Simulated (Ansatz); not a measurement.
NaSbF$_{6}$:
```yaml
crystal:
  lattice:
    - [0.00000, 4.15744, 4.15744]
    - [4.15744, 0.00000, 4.15744]
    - [4.15744, 4.15744, 0.00000]
  atoms:
    - { symbol: Na, position: [0.50000, 0.50000, 0.50000] }
    - { symbol: Sb, position: [0.00000, 0.00000, 0.00000] }
    - { symbol: F, position: [0.77257, 0.77257, 0.22743] }
    - { symbol: F, position: [0.22743, 0.22743, 0.77257] }
    - { symbol: F, position: [0.22743, 0.77257, 0.77257] }
    - { symbol: F, position: [0.77257, 0.22743, 0.22743] }
    - { symbol: F, position: [0.77257, 0.22743, 0.77257] }
    - { symbol: F, position: [0.22743, 0.77257, 0.22743] }
```

Plane-wave PAW r²SCAN (Ansatz code) gives a gap of 6.26 eV without spin–orbit coupling, maximum at Γ, minimum at Γ.

Problem. What happens when spin–orbit coupling is switched on?

Solution. The gap shrinks by 0.01 eV, to 6.25 eV; maximum at Γ, minimum at Γ.

Problem. How large is the spin–orbit splitting of the valence top at Γ?

Solution. The fourfold level lies 0.03 eV above the split-off pair.

Problem. Give the electron effective mass with spin–orbit coupling.

Solution. 0.87 mₑ (isotropic).

Problem. Give the hole effective mass with spin–orbit coupling, band 1 of 2 at the edge.

Solution. 9.9 along [100], 6.9 along [110], 5.9 along [111] (mₑ).

Problem. Give the hole effective mass with spin–orbit coupling, band 2 of 2 at the edge.

Solution. 3.4 along [100], 3.9 along [110], 4.4 along [111] (mₑ).

Space group Fm-3m. The workflow started from a Materials Project entry (that database holds measured and hypothetical structures alike); the Crystallography Open Database files this formula in space group No. 225, but the cells were not matched. Whether it is the stable phase at ambient conditions was not checked. The cell was relaxed with r²SCAN under the symmetry of its start; whether a distortion lowers the energy is not shown.

Potentials: the later of the program's two PAW sets.
